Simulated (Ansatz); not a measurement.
CdSe (zinc blende)

```cif
data_Cd4Se4
_chemical_formula_sum 'Se4 Cd4'
_space_group_name_H-M_alt 'F-43m'
_space_group_IT_number 216
_space_group_name_Hall 'F -4 2 3'
_cell_length_a 6.08202
_cell_length_b 6.08202
_cell_length_c 6.08202
_cell_angle_alpha 90.000
_cell_angle_beta 90.000
_cell_angle_gamma 90.000
loop_
_atom_site_label
_atom_site_type_symbol
_atom_site_symmetry_multiplicity
_atom_site_Wyckoff_symbol
_atom_site_fract_x
_atom_site_fract_y
_atom_site_fract_z
_atom_site_occupancy
Se1 Se 4 c 0.25000 0.25000 0.25000 1
Cd1 Cd 4 a 0.00000 0.00000 0.00000 1
```
(The calculation used a cell of 2 atoms; values per cell refer to that cell.)

Equation-of-state scan: isotropic scaling of the cell above, V₀ being its volume. Symmetry pins the atoms to their sites.

Calculation: PBEsol (plane waves to 420 eV, PAW, scalar-relativistic; Ansatz, a quantum-chemistry and plane-wave program). k mesh 9×9×9 (Γ-centred), Fermi-Dirac smearing 0.05 eV. E stands for the smeared free energy. Compression counts positive. CdSe was relaxed with its symmetry unable to fall. The PAW data are Ansatz's earlier set. ΔE is measured from the relaxed starting cell.

```json
[
 {"V (Å³/atom)": "23.623", "ΔE (kJ/mol of atoms)": "15.69", "P (GPa)": "13.7"},
 {"V (Å³/atom)": "24.373", "ΔE (kJ/mol of atoms)": "?", "P (GPa)": "10.4"},
 {"V (Å³/atom)": "25.123", "ΔE (kJ/mol of atoms)": "6.21", "P (GPa)": "7.7"},
 {"V (Å³/atom)": "25.873", "ΔE (kJ/mol of atoms)": "3.30", "P (GPa)": "5.3"},
 {"V (Å³/atom)": "26.623", "ΔE (kJ/mol of atoms)": "1.39", "P (GPa)": "3.2"},
 {"V (Å³/atom)": "27.372", "ΔE (kJ/mol of atoms)": "?", "P (GPa)": "1.5"},
 {"V (Å³/atom)": "28.122", "ΔE (kJ/mol of atoms)": "0.00", "P (GPa)": "0.0"},
 {"V (Å³/atom)": "28.873", "ΔE (kJ/mol of atoms)": "?", "P (GPa)": "-1.3"},
 {"V (Å³/atom)": "29.622", "ΔE (kJ/mol of atoms)": "1.14", "P (GPa)": "-2.4"},
 {"V (Å³/atom)": "30.372", "ΔE (kJ/mol of atoms)": "2.44", "P (GPa)": "-3.3"},
 {"V (Å³/atom)": "31.122", "ΔE (kJ/mol of atoms)": "4.15", "P (GPa)": "-4.2"},
 {"V (Å³/atom)": "31.872", "ΔE (kJ/mol of atoms)": "6.19", "P (GPa)": "-4.9"},
 {"V (Å³/atom)": "32.622", "ΔE (kJ/mol of atoms)": "?", "P (GPa)": "-5.5"}
]
```

Question: Some entries are withheld; supply them.

Answer: 
- 24.373, ΔE (kJ/mol of atoms): 10.27
- 27.372, ΔE (kJ/mol of atoms): 0.33
- 28.873, ΔE (kJ/mol of atoms): 0.30
- 32.622, ΔE (kJ/mol of atoms): 8.52

(A scan under strain: stresses follow from slopes of the energy per volume, elastic moduli from its curvatures.)
